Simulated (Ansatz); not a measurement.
Input and command of a calculation in Ansatz (plane waves; scalar-relativistic PAW potentials unless the input names others):

```yaml
crystal:
  lattice:
    - [7.6923103689, -1.0e-10, 0.0]
    - [-3.8461551845, -6.6617361932, 0.0]
    - [0.0, 0.0, -12.5886853856]
  atoms:
    - { symbol: Zn, position: [0.140341195, 0.3354916458, 0.2364080161] }
    - { symbol: Zn, position: [0.6639683477, 0.2819336041, 0.2380556152] }
    - { symbol: Zn, position: [0.1512032273, 0.8263385647, 0.2528016155] }
    - { symbol: Zn, position: [0.6789513597, 0.8553459771, 0.2421492747], spin: 0.125 }
    - { symbol: Zn, position: [0.8421334769, 0.1754909493, 0.7487411849] }
    - { symbol: Zn, position: [0.3464649209, 0.1793141716, 0.750014072] }
    - { symbol: Zn, position: [0.8541595705, 0.6856440649, 0.7598372019] }
    - { symbol: Zn, position: [0.3425142756, 0.6774075931, 0.7531498505] }
    - { symbol: Zn, position: [0.5427587658, 0.5468130473, 0.531803184], spin: 0.125 }
    - { symbol: Zn, position: [0.0113067843, 0.5124806238, 0.4996973864] }
    - { symbol: Zn, position: [0.5105895084, 1.0148467514, 0.5008400746] }
    - { symbol: Zn, position: [0.0285013583, 1.0277643192, 0.4978887251], spin: 0.125 }
    - { symbol: Zn, position: [0.499585627, -0.0021247892, 0.9984039189] }
    - { symbol: Zn, position: [0.0016025466, 0.0014602631, 1.0008491913] }
    - { symbol: Zn, position: [0.5012602488, 0.4974304077, 1.0003244813] }
    - { symbol: Zn, position: [0.003710225, 0.5074562531, 0.9977542714] }
    - { symbol: S, position: [0.1653889291, 0.3376252321, 0.0550272573] }
    - { symbol: S, position: [0.6716689384, 0.3318974846, 0.0567505184] }
    - { symbol: S, position: [0.1682208537, 0.8366039207, 0.0641190289] }
    - { symbol: S, position: [0.6668296362, 0.8316720524, 0.0605930661] }
    - { symbol: S, position: [0.8457270654, 0.178897076, 0.5616442699] }
    - { symbol: S, position: [0.3605783167, 0.1979608375, 0.5646175731] }
    - { symbol: S, position: [0.8825534029, 0.704115953, 0.5771100572], spin: 0.125 }
    - { symbol: S, position: [0.3424908801, 0.6841640951, 0.5680665036] }
    - { symbol: S, position: [0.4136819762, 0.3402433279, 0.3089540414], spin: 0.125 }
    - { symbol: S, position: [-0.0127027338, 0.4922302937, 0.3120031218], spin: 0.125 }
    - { symbol: S, position: [0.4818569263, 0.9654057177, 0.3158974044] }
    - { symbol: S, position: [0.003009764, 1.0114353677, 0.3106676581], spin: 0.125 }
    - { symbol: S, position: [0.5095572942, 0.0099035045, 0.8129811136] }
    - { symbol: S, position: [0.0151316784, 0.0184375045, 0.8158208513] }
    - { symbol: S, position: [0.5145280243, 0.5136969477, 0.8135520104] }
    - { symbol: S, position: [0.0103075797, 0.5076065437, 0.8139067156] }
    - { symbol: S, position: [0.6486070131, 0.6109923036, 0.3560697992], spin: 0.125 }
  host:
    lattice:
      - [3.8461551845, 0.0, 0.0]
      - [-1.9230775922, 3.3308680967, 0.0]
      - [0.0, 0.0, 12.5886853856]
    atoms:
      - { symbol: Zn, position: [0.6666666667, 0.3333333333, 0.7500383543] }
      - { symbol: Zn, position: [0.3333333333, 0.6666666667, 0.2500383543] }
      - { symbol: Zn, position: [0.0, 0.0, 0.5000855075] }
      - { symbol: Zn, position: [0.0, 0.0, 8.55075e-05] }
      - { symbol: S, position: [0.6666666667, 0.3333333333, 0.9376114936] }
      - { symbol: S, position: [0.3333333333, 0.6666666667, 0.4376114936] }
      - { symbol: S, position: [0.0, 0.0, 0.6872636447] }
      - { symbol: S, position: [0.0, 0.0, 0.1872636447] }
total_charge: -1
basis:
  ecutwfc: 420
  xc_grid: 2
kpoints:
  mp_grid: { grid: [2, 2, 2], shift: [0.0, 0.0, 0.0] }
hamiltonian:
  XC: pbe
scf:
  occupations: { method: gaussian, width: 0.01 }
  max_iter: 50
output:
  forces: true
  eigenvalues: true
magnetization:
  spin_polarized: true
```

```bash
ansatz run input.yaml --threads 4 --pin off --max-ram 10240MiB --backend cpu --events-out ev --progress --plain --runs-dir out
```

**Question.** Will this input run?

**Answer.** The program refuses it, because of a misspelt key (the key hamiltonian.xc typed as XC). With the key spelt rightly it is accepted.

Abridged log:
```
Error: YAML parse error: error: line 61 column 3: unknown field `XC`, expected one of xc, dispersion, noncollinear_xc, pseudopotentials, hubbard, deformation_potential_offset, integrals
  --> <input>:61:3
   |
59 |   mp_grid: { grid: [2, 2, 2], shift: [0.0, 0.0, 0.0] }
60 | hamiltonian:
61 |   XC: pbe
   |   ^ unknown field `XC`, expected one of xc, dispersion, noncollinear_xc, pseudopotentials, hubbard, deformation_potential_offset, integrals
62 | scf:
63 |   occupations: { method: gaussian, width: 0.01 }
   |
```